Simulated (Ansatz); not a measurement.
One stationary structure of TiAl. Space group P-6m2 (No. 187). These are r2SCAN (plane waves to 500 eV, PAW, scalar-relativistic; Ansatz, a program for electronic structure) values and carry that method's errors.

```cif
data_AlTi
_chemical_formula_sum 'Ti1 Al1'
_space_group_name_H-M_alt 'P-6m2'
_space_group_IT_number 187
_space_group_name_Hall 'P -6 2'
_cell_length_a 2.87024
_cell_length_b 2.87024
_cell_length_c 4.62937
_cell_angle_alpha 90.000
_cell_angle_beta 90.000
_cell_angle_gamma 120.000
loop_
_atom_site_label
_atom_site_type_symbol
_atom_site_symmetry_multiplicity
_atom_site_Wyckoff_symbol
_atom_site_fract_x
_atom_site_fract_y
_atom_site_fract_z
_atom_site_occupancy
Ti1 Ti 1 a 0.00000 0.00000 0.00000 1
Al1 Al 1 d 0.33333 0.66667 0.50000 1
```

For TiAl, the volume per atom is 16.51 Å³, the band gap comes out as no gap (metallic) and the shortest distances comes out as Al–Ti 2.85 Å; Ti–Ti 2.87 Å; Al–Al 2.87 Å. The k-mesh is 19×19×10.

Band energies at high-symmetry points (eV from the Fermi level; labels of this space group; no spin-orbit coupling), from −5 eV up to 3.9 eV:

```
point                                 energies
-----  ---------------------------------------
Γ              -2.39 -1.99 1.43 1.43 3.05 3.05
M                 -3.95 -3.01 -1.54 -0.99 2.35
K       -2.13 -1.88 -1.83 -0.47 0.09 2.13 3.14
A                    -0.37 1.45 1.45 2.97 2.97
L        -3.84 -2.54 -1.91 0.41 1.09 2.13 3.37
H      -2.16 -1.92 -0.76 -0.74 -0.03 1.40 3.64
```

No spin polarisation in the result.

The run could not lose the symmetry of its start.

All atoms sit on sites fixed by symmetry, so only the cell could relax.

The first start was generated by placing the elements on the sites of a structure type. Materials Project lists a structure of TiAl in the same space group, P-6m2 (No. 187); the sites were not compared with it, nor with measured phases. Known forms of TiAl include space group No. 123.
